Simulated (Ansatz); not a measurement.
Relaxed AgCl (rock salt):

```
AgCl
1.0
    0.00000     5.54504     5.54504
    2.77252     0.00000     2.77252
    2.77252     2.77252     0.00000
Cl Ag
2 2
Direct
  0.00000   0.00000   0.00000
  0.50000   0.00000   0.00000
  0.25000   0.50000   0.50000
  0.75000   0.50000   0.50000
```

The atoms are displaced by Q × the pattern below (from a DFPT mode at L = (0.5, 0.0, 0.0), largest move 1; Q in Å), at fixed cell. It is one choice among 2 degenerate patterns. (q is in reciprocal vectors of the primitive cell; the cell shown is doubled to hold the pattern.)

```tsv
atom	x	y	z
Ag3	0.285	-0.520	0.805
Ag4	-0.285	0.520	-0.805
```

Atoms not listed stay in place.

These are r2SCAN (plane waves to 500 eV, PAW, scalar-relativistic; Ansatz, an electronic-structure program) values and carry that method's errors. k mesh 5×10×10 (Γ-centred), Fermi-Dirac smearing 0.05 eV. The energy includes the smearing's −TS. AgCl was relaxed with its symmetry unable to fall. The zero of ΔE is the undisplaced structure.

| Q (Å) | ΔE (meV/cell) |
|---|---|
| -0.2800 | 130.4 |
| -0.2333 | 89.4 |
| -0.1867 | withheld |
| -0.1400 | 31.6 |
| -0.0933 | 13.9 |
| -0.0467 | 3.5 |
| 0.0000 | 0.0 |
| 0.0467 | 3.5 |
| 0.0933 | 13.9 |
| 0.1400 | 31.6 |
| 0.1867 | withheld |
| 0.2333 | 89.4 |
| 0.2800 | 130.4 |

Q: Fit an even polynomial form (powers 2, 4) to the given rows and predict ΔE at Q = -0.1867.

A: Least squares on the 11 given rows: ΔE = (1595)·Q² + (877.2)·Q⁴, in meV/cell with Q in Å; root-mean-square residual 0.03 meV/cell. At -0.1867 the fit gives 56.7 meV/cell; the calculation gives 56.6 meV/cell, so the interpolation is off by 0.1 (+0.2 %). The quadratic term alone would give 55.6 meV/cell.

(For displaced atoms, the force is minus the slope of the energy, and its curvature is a force constant, which sets phonon frequencies.)
